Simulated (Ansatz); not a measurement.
A geometry of LiNbO3 away from equilibrium: step 2 of the relaxation of a generated cell, LiNbO3 placed in the LiNbO3 structure type. Level of theory: PBE (plane waves to 420 eV, PAW, scalar-relativistic; Ansatz, a program for electronic structure). Γ-centred k-mesh 6×6×6 on the run's cell (coarser than for final values), Fermi–Dirac smearing 0.05 eV.

```xyz
10
Lattice="2.6183 1.5117 4.6380 -2.6183 1.5117 4.6380 0.0000 -3.0233 4.6380" Properties=species:S:1:pos:R:3 pbc="T T T"
Li     0.0000     0.0000     9.8913
Li     0.0000     0.0000     2.9343
Nb     0.0000     0.0000    13.7214
Nb     0.0000     0.0000     6.7643
O     -0.6036     1.4781     8.1290
O      1.5819    -0.2164     8.1290
O     -0.9783    -1.2618     8.1290
O      1.0364     1.2953     5.8100
O      0.6036    -1.5452     5.8100
O     -1.6399     0.2499     5.8100
```

What forces act on the atoms (eV/Å)?


```
atom     Fx     Fy     Fz
----  -----  -----  -----
Li1    0.00   0.00  -0.11
Li2    0.00   0.00  -0.11
Nb3    0.00   0.00  -0.43
Nb4    0.00   0.00  -0.43
O5    -0.11   0.13   0.18
O6     0.16   0.03   0.18
O7    -0.06  -0.16   0.18
O8    -0.16   0.03   0.18
O9     0.11   0.13   0.18
O10    0.06  -0.16   0.18
```

What is the pressure?

-0.7 GPa, compression positive.

No spin polarisation in the result.

The run could not lose the symmetry of its start.
